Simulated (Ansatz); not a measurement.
# CoBi

```yaml
crystal:
  lattice:
    - [0.00000, 2.70033, 2.70033]
    - [2.70033, 0.00000, 2.70033]
    - [2.70033, 2.70033, 0.00000]
  atoms:
    - { symbol: Co, position: [0.00000, 0.00000, 0.00000] }
    - { symbol: Bi, position: [0.50000, 0.50000, 0.50000] }
```

Atom numbers follow the list: Co1, Bi2.

The cell was built from the rocksalt type and relaxed in the same program, and has space group Fm-3m; it needn't be a known or the stable phase.

Other magnetic orders may lie lower; this is the state that the run reached.

No spin–orbit coupling, which matters for the heavy atoms here.

Levels of theory: DFT, PBE, all-electron LAPW, scalar-relativistic (Ansatz 0.2.0); DFT, PBE, PAW with Ansatz's default frozen-core files, scalar-relativistic (Ansatz 0.2.0); DFT, PBE, all-electron PAW with datasets made for the crystal, scalar-relativistic (Ansatz 0.2.0).

For LAPW: a Γ-centred 13×13×13 k mesh, Fermi–Dirac smearing of 0.05 eV, basis error target 0.25 meV/atom, spin-polarised from start moments Co1 2 μB. PAW takes a cutoff of 420 eV at this cell. The crystal-made all-electron datasets (AE datasets) take a cutoff of 280 eV at this cell. The Ansatz runs share mesh, smearing and spin set-up. Values come from LAPW unless marked.

```
Pressure at this cell : 0.3 kbar
Volume per atom       : 19.69 Å³
```

Q: Give the computed value. Löwdin charges (with 0.17 e of the cell spilling out of the atomic basis, so their sizes and signs hang on that basis).

A: Co1 0.34, Bi2 -0.17 e.

Q: Predict this quantity. Moments in the spheres.

A: Co1 0.61, Bi2 -0.03 μB.

Q: Give the computed value. Density of states at the Fermi level (0.2 eV bin).

A: 1.97 states/eV per cell.

Q: Contact hyperfine fields (crystal-made datasets): what does the calculation give?

A: Co1 12.2, Bi2 95.0 T, core polarisation included, positive along the moment of the spin-up electrons.

Q: Moment of the cell: what does the calculation give?

A: 0.56 μB.

Q: Band gap: what does the calculation give?

A: none: bands cross the Fermi level, a metal.

Q: Bader charges (from the PAW run): what does the calculation give?

A: Co1 -0.11, Bi2 +0.11 e.
